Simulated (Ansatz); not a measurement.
SrCd2:
```
CELL_PARAMETERS angstrom
     -2.51527     3.97540     4.17575
      2.51527    -3.97540     4.17575
      2.51527     3.97540    -4.17575
ATOMIC_POSITIONS crystal
  Sr 0.29926 0.04926 0.25000
  Sr 0.70074 0.95074 0.75000
  Cd 0.89486 0.33588 0.55899
  Cd 0.27689 0.33588 0.94101
  Cd 0.10514 0.66412 0.44101
  Cd 0.72311 0.66412 0.05899
```

Relaxed with PBEsol.

**Question.** Map the valence electron density (e/Å³), cut off at 2 on the plane through (0.299, 0.049, 0.250) spanned by u = [1, 1, 0] and v = [1, 0, 1] in lattice vectors, from the program Ansatz at the PBEsol level (PAW).

**Answer.** x is the fraction of u, y of v (the angle between them is 90°; rows are the nearest grid lines); atoms in the plane: Sr at (0.00, 0.00), Sr at (0.90, 0.50), Cd at (0.29, 0.31), Cd at (0.29, 0.69), Cd at (0.61, 0.19), Cd at (0.61, 0.81).
```
|5999520000000000000000000000000000259995|
|9998310000000000000000111110000000138999|
|9985200000000000000011344321000000025899|
|2211000000000000000049999995200000001122|
|0000000001111110000199999999410000000000|
|0000000137999962100199999999310000000000|
|0000001269999995210159999996210000000000|
|0000001499999999310012455421000000000000|
|0000001399999998210000000000000000000000|
|1000000125999952100000000000000124566421|
|2000000012344321000000000000000248999852|
|5200000000000000000000000000001499989995|
|5200000000000000000000000000001499989995|
|2000000012344321000000000000000248999852|
|1000000125999952100000000000000124566421|
|0000001399999998210000000000000000000000|
|0000001499999999310012455421000000000000|
|0000001269999995210159999996210000000000|
|0000000137999962100199999999310000000000|
|0000000001111110000199999999410000000000|
|2211000000000000000049999995200000001122|
|9985200000000000000011344321000000025899|
|9998310000000000000000111110000000138999|
|5999520000000000000000000000000000259995|
```
Scale: ten equal steps from 0.039 (start of '0') to 2.00 (end of '9'), in the order '0123456789'; x runs from 0.000 to 1.00, y from 0.000 (bottom) to 1.00 (top).

The density is the valence pseudo-density with augmentation charge, so density and ELF within about 1 Å of a nucleus are not all-electron values.

Space group Imma. The workflow started from an entry of the Crystallography Open Database (COD). Its standing as an ambient phase is unchecked. The PBEsol relaxation kept the symmetry of its start; its stability against distortions is not shown here.

Potentials: the later of the program's two PAW sets.
